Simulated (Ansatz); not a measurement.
# Where the states of Si lie

Space group Fd-3m:1 (No. 227). a = 5.431 Å, b = 5.431 Å, c = 5.431 Å, α = 90.00°, β = 90.00°, γ = 90.00°
```
atom  site  symmetry       x       y       z
  Si    8a      -43m  0.5000  0.0000  0.5000
```

The runs use the primitive cell with vectors (0.000, 2.715, 2.715), (2.715, 0.000, 2.715), (2.715, 2.715, 0.000) Å, to which the k mesh refers.

The structure is cubic, space group Fd-3m (No. 227). The conventional cell has a = 5.431 Å, b = 5.431 Å, c = 5.431 Å, α = 90.00°, β = 90.00°, γ = 90.00°. Si (site symmetry -43m) has 4 Si at 2.35 Å as nearest neighbours.

Structure: COD 9011998, as refined from experiment and not relaxed.

The calculation used DFT, LDA, all-electron LAPW, scalar-relativistic (Ansatz 0.2.0).

Sampling and basis: a Γ-centred 11×11×11 k mesh, Fermi–Dirac smearing of 0.08 eV, basis error target 0.25 meV/atom, no spin polarisation.

States per eV and cell, averaged over 0.6 eV, from -10.0 to 1.8 eV, with energies (bin centres) from the valence-band top; empty bins are left out. The partial columns, the largest 2 alone, are projections on Löwdin-orthogonalised atomic shells (those that the program's projection atoms carry: the occupied ones and, for some elements, an empty d or f shell; other empty shells have no column), summed over atoms of an element. Weights on diffuse s and p shells depend on that basis and aren't pure angular character.

| E (eV) | total | Si 3p | Si 3s |
| --- | --- | --- | --- |
| -9.8 | 0.75 | 0.22 | 0.52 |
| -9.2 | 0.76 | 0.24 | 0.52 |
| -8.6 | 0.57 | 0.20 | 0.37 |
| -8.0 | 0.19 | 0.07 | 0.12 |
| -7.4 | 0.28 | 0.12 | 0.15 |
| -6.8 | 1.06 | 0.59 | 0.46 |
| -6.2 | 0.64 | 0.36 | 0.27 |
| -5.6 | 0.42 | 0.24 | 0.17 |
| -5.0 | 0.29 | 0.17 | 0.11 |
| -4.4 | 0.54 | 0.45 | 0.09 |
| -3.8 | 1.06 | 0.95 | 0.10 |
| -3.2 | 1.20 | 1.09 | 0.09 |
| -2.6 | 1.47 | 1.38 | 0.07 |
| -2.0 | 1.32 | 1.26 | 0.05 |
| -1.4 | 1.12 | 1.08 | 0.03 |
| -0.8 | 0.49 | 0.47 | 0.01 |
| -0.2 | 0.10 | 0.10 | 0.00 |
| 0.4 | 0.03 | 0.02 | 0.01 |
| 1.0 | 0.36 | 0.21 | 0.10 |
| 1.6 | 0.80 | 0.45 | 0.21 |

(1) Which of the resolved shells contributes most in the top eV of the valence band?

## Answers

(1) Si 3p, with 96 % of all states there; Si 3s follows with 2 %.
